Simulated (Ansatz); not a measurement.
LuBPd3 (cubic perovskite, Pm-3m) at seven volumes, plane-wave PAW LDA (Ansatz code), scaled uniformly. One row is withheld.

```json
[
 {"V (Å³/atom)": "13.365", "P (GPa)": "21.28"},
 {"V (Å³/atom)": "13.806", "P (GPa)": "12.95"},
 {"V (Å³/atom)": "14.247", "P (GPa)": "5.92"},
 {"V (Å³/atom)": "14.687", "P (GPa)": "0.00"},
 {"V (Å³/atom)": "15.128", "P (GPa)": "-5.01"},
 {"V (Å³/atom)": "15.569", "P (GPa)": "-9.22"},
 {"V (Å³/atom)": "16.009", "P (GPa)": "?"}
]
```

### Question
Fit the shown pressures and predict the withheld one.

### Answer
P = (3/2)B₀(x^(7/2) − x^(5/2))[1 + (3/4)(B′ − 4)(x − 1)] with x = (V₀/V)^(2/3). Least squares on the six rows gives V₀ = 14.687 Å³/atom, B₀ = 181 GPa, B′ = 4.64. At V = 16.009, x = 0.9442 and P = -12.78 GPa. The run itself gave -12.78 GPa.

The workflow started from an entry of the Crystallography Open Database (COD). Whether it is the stable phase at ambient conditions was not checked. The cell was relaxed with LDA under the symmetry of its start; of distortions, only those at the zone centre were tested. No spin polarisation was allowed. Spin–orbit coupling is left out wherever it is not named.

Potentials: the later of the program's two PAW sets.
